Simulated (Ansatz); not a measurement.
SiC (zinc blende, F-43m), a = b = c = 4.3797 Å, α = β = γ = 90.00°; the cell used has 2 atoms.

Relaxed with the program Ansatz at the PBE level (PAW). Indices refer to the conventional cell of F-43m, a = 4.380 Å, b = 4.380 Å, c = 4.380 Å, α = 90.00°, β = 90.00°, γ = 90.00°.

**Question.** Simulate the powder diffraction pattern (Cu Kα, λ = 1.54184 Å; lines above 1 %) up to 2θ = 90°.

**Answer.** Simulated powder pattern, Cu Kα, λ = 1.54184 Å (kinematic, ideal powder, no thermal factors, no anomalous dispersion; the 30 strongest lines at most, above 1 %, up to 2θ = 90°):

```tsv
2θ (°)	d (Å)	I/Imax (%)	hkl
35.50	2.529	100	(111)
41.22	2.190	18	(200)
59.72	1.548	46	(220)
71.44	1.321	35	(311)
75.14	1.264	5.0	(222)
89.51	1.095	7.5	(400)
```

Symmetry was held in the PBE relaxation.

Potentials: the earlier of the program's two PAW sets.
